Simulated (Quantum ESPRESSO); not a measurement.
C7, input and log of a self-consistent run

Computed values, not a measurement. The program is pw.x of Quantum ESPRESSO 7.5 (plane-wave density functional theory). The cell is made up: 7 atoms on a zincblende/diamond lattice with one site empty, with randomly drawn elements, strain and displacements, not relaxed. PseudoDojo standard norm-conserving files (v0.5 for PBE, v0.4.1 for LDA and PBEsol) set the functional; there is no spin polarisation, spin-orbit coupling or dispersion term, and the masses in the input are unused placeholders. A spin-polarised start on this cell or one of its family kept no moment.

Input:

```
&control calculation='scf', pseudo_dir='./dojo.nc.sr.pbe.v0_5.standard.upf', outdir='./o', disk_io='medium', tprnfor=.true., tstress=.true. /
&system ibrav=0, nat=7, ntyp=1, nbnd=24, ecutwfc=82.02448710, nosym=.true., tot_charge=0,
 occupations='smearing', smearing='fd', degauss=0.0073498644
/
&electrons conv_thr=7.350e-09, electron_maxstep=60, /
ATOMIC_SPECIES
C 1.0 C.upf
CELL_PARAMETERS angstrom
3.555 -0.0111 -0.0201
-0.0111 3.5362 -0.0206
-0.0201 -0.0206 3.5561
ATOMIC_POSITIONS angstrom
C -0.0733 -0.0239 0.0511
C 0.0511 1.7792 1.8347
C 1.5887 -0.0269 1.7665
C 1.7945 1.6997 0.054
C 0.9332 0.8409 0.9256
C 0.9253 2.6456 2.6502
C 2.6646 2.6602 0.8484
K_POINTS automatic
7 7 7 1 1 1
```

The log is shortened where brackets say so; the opening notice, blank lines, dates and the lines on written files are dropped, and the path of the files is cut. It prints rydbergs, bohrs and kilobars, and counts compression as positive stress.

```
     Program PWSCF v.7.5
     Parallel version (MPI & OpenMP), running on       1 processor cores
     Number of MPI processes:                 1
     Threads/MPI process:                     1
     [start-up lines left out]
     bravais-lattice index     =            0
     lattice parameter (alat)  =       6.7181  a.u.
     unit-cell volume          =     301.6575 (a.u.)^3
     number of atoms/cell      =            7
     number of atomic types    =            1
     number of electrons       =        28.00
     number of Kohn-Sham states=           24
     kinetic-energy cutoff     =      82.0245  Ry
     charge density cutoff     =     328.0979  Ry
     scf convergence threshold =      7.3E-09
     mixing beta               =       0.7000
     number of iterations used =            8  plain     mixing
     Exchange-correlation= PBE
                           (   1   4   3   4   0   0   0)
     [axes and pseudopotential details left out]
   Cartesian axes
     site n.     atom                  positions (alat units)
         1        C      tau(   1) = (  -0.0206184  -0.0067228   0.0143738  )
         2        C      tau(   2) = (   0.0143738   0.5004678   0.5160792  )
         3        C      tau(   3) = (   0.4468824  -0.0075666   0.4968954  )
         4        C      tau(   4) = (   0.5047715   0.4781054   0.0151896  )
         5        C      tau(   5) = (   0.2624980   0.2365352   0.2603603  )
         6        C      tau(   6) = (   0.2602759   0.7441758   0.7454697  )
         7        C      tau(   7) = (   0.7495202   0.7482826   0.2386448  )
     number of k points=   172  Fermi-Dirac smearing, width (Ry)=  0.0073
     Number of k-points >= 100: set verbosity='high' to print them.
     Dense  grid:    30315 G-vectors     FFT dimensions: (  40,  40,  40)
     Estimated max dynamical RAM per process >      27.70 MB
     Initial potential from superposition of free atoms
     starting charge      27.9997, renormalised to      28.0000
     Starting wfcs are   28 randomized atomic wfcs
     total cpu time spent up to now is        8.3 secs
     per-process dynamical memory:    28.2 Mb
     Self-consistent Calculation
     iteration #  1     ecut=    82.02 Ry     beta= 0.70
     Davidson diagonalization with overlap
     ethr =  1.00E-02,  avg # of iterations =  3.1
     total cpu time spent up to now is       37.3 secs
     total energy              =     -83.71479550 Ry
     estimated scf accuracy    <       0.36476156 Ry
     iteration #  2     ecut=    82.02 Ry     beta= 0.70
     Davidson diagonalization with overlap
     ethr =  1.30E-03,  avg # of iterations =  2.2
     total cpu time spent up to now is       52.3 secs
     total energy              =     -83.73409649 Ry
     estimated scf accuracy    <       0.08429827 Ry
     iteration #  3     ecut=    82.02 Ry     beta= 0.70
     Davidson diagonalization with overlap
     ethr =  3.01E-04,  avg # of iterations =  5.1
     total cpu time spent up to now is       72.3 secs
     total energy              =     -83.75195138 Ry
     estimated scf accuracy    <       0.08074852 Ry
     iteration #  4     ecut=    82.02 Ry     beta= 0.70
     Davidson diagonalization with overlap
     ethr =  2.88E-04,  avg # of iterations =  1.3
     total cpu time spent up to now is       87.9 secs
     total energy              =     -83.76686248 Ry
     estimated scf accuracy    <       0.00337419 Ry
     iteration #  5     ecut=    82.02 Ry     beta= 0.70
     Davidson diagonalization with overlap
     ethr =  1.21E-05,  avg # of iterations =  8.5
     total cpu time spent up to now is      115.3 secs
     total energy              =     -83.76774212 Ry
     estimated scf accuracy    <       0.00010201 Ry
     iteration #  6     ecut=    82.02 Ry     beta= 0.70
     Davidson diagonalization with overlap
     ethr =  3.64E-07,  avg # of iterations =  4.7
     total cpu time spent up to now is      133.2 secs
     total energy              =     -83.76775445 Ry
     estimated scf accuracy    <       0.00010137 Ry
     iteration #  7     ecut=    82.02 Ry     beta= 0.70
     Davidson diagonalization with overlap
     ethr =  3.62E-07,  avg # of iterations =  1.5
     total cpu time spent up to now is      149.0 secs
     total energy              =     -83.76777402 Ry
     estimated scf accuracy    <       0.00000444 Ry
     iteration #  8     ecut=    82.02 Ry     beta= 0.70
     Davidson diagonalization with overlap
     ethr =  1.58E-08,  avg # of iterations =  2.0
     total cpu time spent up to now is      164.2 secs
     total energy              =     -83.76777524 Ry
     estimated scf accuracy    <       0.00000050 Ry
     iteration #  9     ecut=    82.02 Ry     beta= 0.70
     Davidson diagonalization with overlap
     ethr =  1.77E-09,  avg # of iterations =  2.1
     total cpu time spent up to now is      179.6 secs
     total energy              =     -83.76777535 Ry
     estimated scf accuracy    <       0.00000007 Ry
     iteration # 10     ecut=    82.02 Ry     beta= 0.70
     Davidson diagonalization with overlap
     ethr =  2.60E-10,  avg # of iterations =  2.2
     total cpu time spent up to now is      196.7 secs
     total energy              =     -83.76777537 Ry
     estimated scf accuracy    <       0.00000002 Ry
     iteration # 11     ecut=    82.02 Ry     beta= 0.70
     Davidson diagonalization with overlap
     ethr =  8.01E-11,  avg # of iterations =  1.6
     total cpu time spent up to now is      209.0 secs
     End of self-consistent calculation
     Number of k-points >= 100: set verbosity='high' to print the bands.
     the Fermi energy is    12.2775 ev
!    total energy              =     -83.76777538 Ry
     estimated scf accuracy    <          2.9E-10 Ry
     smearing contrib. (-TS)   =      -0.00388015 Ry
     internal energy E=F+TS    =     -83.76389522 Ry
     The total energy is F=E-TS. E is the sum of the following terms:
     one-electron contribution =      19.70574083 Ry
     hartree contribution      =       9.24799623 Ry
     xc contribution           =     -29.87618009 Ry
     ewald contribution        =     -82.84145220 Ry
     convergence has been achieved in  11 iterations
     Forces acting on atoms (cartesian axes, Ry/au):
     atom    1 type  1   force =     0.15189031    0.01928577    0.00042809
     atom    2 type  1   force =    -0.00876056    0.04008423   -0.12522299
     atom    3 type  1   force =     0.19701399   -0.12960837   -0.03936466
     atom    4 type  1   force =    -0.02530923    0.10632372   -0.01230113
     atom    5 type  1   force =    -0.15579074    0.10317806   -0.05188418
     atom    6 type  1   force =    -0.11085662   -0.06237315    0.12544956
     atom    7 type  1   force =    -0.04818715   -0.07689025    0.10289531
     Total force =     0.445436     Total SCF correction =     0.000018
     Computing stress (Cartesian axis) and pressure
          total   stress  (Ry/bohr**3)                   (kbar)     P=       57.89
   0.00041184   0.00098766   0.00049302           60.58      145.29       72.53
   0.00098766   0.00031507  -0.00020380          145.29       46.35      -29.98
   0.00049302  -0.00020380   0.00045366           72.53      -29.98       66.74
     init_run     :      7.98s CPU      8.25s WALL (       1 calls)
     electrons    :    181.33s CPU    200.75s WALL (       1 calls)
     forces       :      1.47s CPU      1.51s WALL (       1 calls)
     stress       :      5.99s CPU      6.04s WALL (       1 calls)
     [timing details left out]
     PWSCF        :   3m16.96s CPU   3m37.23s WALL
     JOB DONE.
```

In other units: free energy -1139.719 eV for the cell, pressure 5.79 GPa, largest force component 5.065 eV/Å. A rerun of this cell at 1347 eV and a 9 x 9 x 9 mesh moved values by no more than 0.004 eV in energy, 0.26 GPa in stress and 0.015 eV/Å in force.